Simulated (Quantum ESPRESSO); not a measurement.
Ti2W2Cu2PdAl, input and log of a self-consistent run

Computed values, not a measurement. The program is pw.x of Quantum ESPRESSO 7.5 (plane-wave density functional theory). The cell is made up: eight metal atoms on a hexagonal close-packed lattice, with elements, volume, strain and displacements drawn at random and not relaxed, so it may be unstable or far from any real phase. PseudoDojo standard norm-conserving files set the functional (PBE unless stated); there is no spin polarisation or spin-orbit coupling, the Fermi-Dirac width of 0.25 eV means electrons at about 2900 K, and the masses in the input are unused placeholders. The copper pseudopotential is less sure than most, with forces differing by about three percent and pressure by about two GPa from a second method on plain copper. Heavy elements are run without spin-orbit coupling, which real alloys of them have. A spin test at this wide smearing found no moment, but such smearing suppresses magnetism that the real alloy may have.

Input:

```
&control calculation='scf', pseudo_dir='./dojo.nc.sr.pbe.v0_5.standard.upf', outdir='./o', disk_io='minimal', tprnfor=.true., tstress=.true. /
&system ibrav=0, nat=8, ntyp=5, nbnd=72, ecutwfc=92.02030273, nosym=.true., tot_charge=0,
 occupations='smearing', smearing='fd', degauss=0.0183746611
/
&electrons conv_thr=1.470e-08, electron_maxstep=70, mixing_beta=0.5 /
ATOMIC_SPECIES
Al 1.0 Al.upf
Cu 1.0 Cu.upf
Pd 1.0 Pd.upf
Ti 1.0 Ti.upf
W 1.0 W.upf
CELL_PARAMETERS angstrom
-2.8859 0.039 -0.049
-0.079 0.012 -4.5982
0.1351 -9.9534 0.0258
ATOMIC_POSITIONS angstrom
Ti 0.0067 -0.0339 -0.0416
W 0.1114 -5.0338 0.0192
Ti -0.0121 -3.2966 -2.2468
W 0.0488 -8.2953 -2.2988
Cu -1.441 -2.4271 0.0048
Cu -1.3235 -7.4439 -0.0282
Pd -1.4808 -0.7799 -2.346
Al -1.3361 -5.7875 -2.2889
K_POINTS automatic
8 5 3 1 1 1
```

The log is shortened where brackets say so; the opening notice, blank lines, dates and the lines on written files are dropped, and the path of the files is cut. It prints rydbergs, bohrs and kilobars, and counts compression as positive stress. Its total energy is the free energy E - TS of the whole cell.

```
     Program PWSCF v.7.5
     Parallel version (MPI & OpenMP), running on       4 processor cores
     Number of MPI processes:                 4
     Threads/MPI process:                     1
     [start-up lines left out]
     bravais-lattice index     =            0
     lattice parameter (alat)  =       5.4548  a.u.
     unit-cell volume          =     890.8988 (a.u.)^3
     number of atoms/cell      =            8
     number of atomic types    =            5
     number of electrons       =       111.00
     number of Kohn-Sham states=           72
     kinetic-energy cutoff     =      92.0203  Ry
     charge density cutoff     =     368.0812  Ry
     scf convergence threshold =      1.5E-08
     mixing beta               =       0.5000
     number of iterations used =            8  plain     mixing
     Exchange-correlation= PBE
                           (   1   4   3   4   0   0   0)
     [axes and pseudopotential details left out]
   Cartesian axes
     site n.     atom                  positions (alat units)
         1        Ti     tau(   1) = (   0.0023211  -0.0117440  -0.0144115  )
         2        W      tau(   2) = (   0.0385924  -1.7438633   0.0066515  )
         3        Ti     tau(   3) = (  -0.0041918  -1.1420438  -0.7783607  )
         4        W      tau(   4) = (   0.0169058  -2.8737474  -0.7963751  )
         5        Cu     tau(   5) = (  -0.4992068  -0.8408222   0.0016629  )
         6        Cu     tau(   6) = (  -0.4585012  -2.5787962  -0.0097693  )
         7        Pd     tau(   7) = (  -0.5129947  -0.2701814  -0.8127266  )
         8        Al     tau(   8) = (  -0.4628662  -2.0049682  -0.7929454  )
     number of k points=    60  Fermi-Dirac smearing, width (Ry)=  0.0184
                       cart. coord. in units 2pi/alat
        k(    1) = (  -0.0621315  -0.0493385  -0.0618376), wk =   0.0333333
        k(    2) = (  -0.0595261   0.1440376  -0.0613777), wk =   0.0333333
     [further k points left out]
     Dense  grid:   106277 G-vectors     FFT dimensions: (  36,  54, 120)
     Estimated max dynamical RAM per process >     419.45 MB
     Estimated total dynamical RAM >       1.56 GB
     Initial potential from superposition of free atoms
     starting charge     110.9925, renormalised to     111.0000
     Starting wfcs are   73 randomized atomic wfcs
     total cpu time spent up to now is       10.4 secs
     per-process dynamical memory:   325.2 Mb
     Self-consistent Calculation
     iteration #  1     ecut=    92.02 Ry     beta= 0.50
     Davidson diagonalization with overlap
     ethr =  1.00E-02,  avg # of iterations =  5.3
     total cpu time spent up to now is       34.9 secs
     total energy              =   -1561.59936840 Ry
     estimated scf accuracy    <      20.20786133 Ry
     iteration #  2     ecut=    92.02 Ry     beta= 0.50
     Davidson diagonalization with overlap
     ethr =  1.00E-02,  avg # of iterations =  3.0
     total cpu time spent up to now is       62.0 secs
     total energy              =   -1566.18204264 Ry
     estimated scf accuracy    <     115.00364299 Ry
     iteration #  3     ecut=    92.02 Ry     beta= 0.50
     Davidson diagonalization with overlap
     ethr =  1.00E-02,  avg # of iterations =  6.4
     total cpu time spent up to now is       99.3 secs
     total energy              =   -1572.66941795 Ry
     estimated scf accuracy    <      57.47293691 Ry
     iteration #  4     ecut=    92.02 Ry     beta= 0.50
     Davidson diagonalization with overlap
     ethr =  1.00E-02,  avg # of iterations =  2.2
     total cpu time spent up to now is      124.1 secs
     total energy              =   -1575.55779113 Ry
     estimated scf accuracy    <      16.69467484 Ry
     iteration #  5     ecut=    92.02 Ry     beta= 0.50
     Davidson diagonalization with overlap
     ethr =  1.00E-02,  avg # of iterations =  1.2
     total cpu time spent up to now is      144.9 secs
     total energy              =   -1575.50312477 Ry
     estimated scf accuracy    <       7.28353814 Ry
     [iterations 6 to 18 left out]
     iteration # 19     ecut=    92.02 Ry     beta= 0.50
     Davidson diagonalization with overlap
     ethr =  5.72E-09,  avg # of iterations =  1.0
     total cpu time spent up to now is      488.2 secs
     total energy              =   -1574.89748036 Ry
     estimated scf accuracy    <       0.00000290 Ry
     iteration # 20     ecut=    92.02 Ry     beta= 0.50
     Davidson diagonalization with overlap
     ethr =  2.61E-09,  avg # of iterations =  1.0
     total cpu time spent up to now is      514.3 secs
     total energy              =   -1574.89748048 Ry
     estimated scf accuracy    <       0.00000014 Ry
     iteration # 21     ecut=    92.02 Ry     beta= 0.50
     Davidson diagonalization with overlap
     ethr =  1.29E-10,  avg # of iterations =  3.2
     total cpu time spent up to now is      541.4 secs
     total energy              =   -1574.89748048 Ry
     estimated scf accuracy    <       0.00000067 Ry
     iteration # 22     ecut=    92.02 Ry     beta= 0.50
     Davidson diagonalization with overlap
     ethr =  1.29E-10,  avg # of iterations =  2.0
     total cpu time spent up to now is      566.4 secs
     total energy              =   -1574.89748052 Ry
     estimated scf accuracy    <       0.00000003 Ry
     iteration # 23     ecut=    92.02 Ry     beta= 0.50
     Davidson diagonalization with overlap
     ethr =  2.53E-11,  avg # of iterations =  1.6
     total cpu time spent up to now is      588.9 secs
     End of self-consistent calculation
     [lines on levels left out]
!    total energy              =   -1574.89748052 Ry
     estimated scf accuracy    <          2.0E-09 Ry
     smearing contrib. (-TS)   =      -0.12267844 Ry
     internal energy E=F+TS    =   -1574.77480208 Ry
     The total energy is F=E-TS. E is the sum of the following terms:
     one-electron contribution =    -886.97365045 Ry
     hartree contribution      =     491.78802844 Ry
     xc contribution           =    -238.35349182 Ry
     ewald contribution        =    -941.23568825 Ry
     convergence has been achieved in  23 iterations
     Forces acting on atoms (cartesian axes, Ry/au):
     atom    1 type  4   force =     0.00399245    0.00936237    0.00266732
     atom    2 type  5   force =     0.01004494    0.02658192    0.00357019
     atom    3 type  4   force =    -0.00501976    0.00198761   -0.00333648
     atom    4 type  5   force =     0.00177119    0.01305642   -0.00067054
     atom    5 type  2   force =     0.00105591   -0.01608985   -0.00133264
     atom    6 type  2   force =    -0.00083600   -0.00496093    0.00189384
     atom    7 type  3   force =    -0.00174326   -0.01196895    0.00091588
     atom    8 type  1   force =    -0.00926546   -0.01796860   -0.00370756
     Total force =     0.044783     Total SCF correction =     0.000202
     Computing stress (Cartesian axis) and pressure
          total   stress  (Ry/bohr**3)                   (kbar)     P=     -130.97
  -0.00098004   0.00005654  -0.00008446         -144.17        8.32      -12.42
   0.00005654  -0.00083412   0.00002934            8.32     -122.70        4.32
  -0.00008446   0.00002934  -0.00085675          -12.42        4.32     -126.03
     init_run     :      9.56s CPU     10.18s WALL (       1 calls)
     electrons    :    560.91s CPU    578.57s WALL (       1 calls)
     forces       :      3.64s CPU      3.69s WALL (       1 calls)
     stress       :     17.42s CPU     17.43s WALL (       1 calls)
     [timing details left out]
     PWSCF        :   9m51.74s CPU  10m10.30s WALL
     JOB DONE.
```

In other units: free energy -21427.572 eV for the cell, pressure -13.10 GPa, largest force component 0.683 eV/Å in size. The run took 612 s of wall time with four MPI processes on a shared machine (AMD EPYC, older, virtual cores), so the time is rough. A rerun of this cell at a higher cutoff and on a denser mesh moved values by no more than 0.002 eV in energy, 0.02 GPa in stress and 0.005 eV/Å in force, and a second program with other atomic files agreed on that cell to 2 % rms in force and 0.5 GPa in pressure.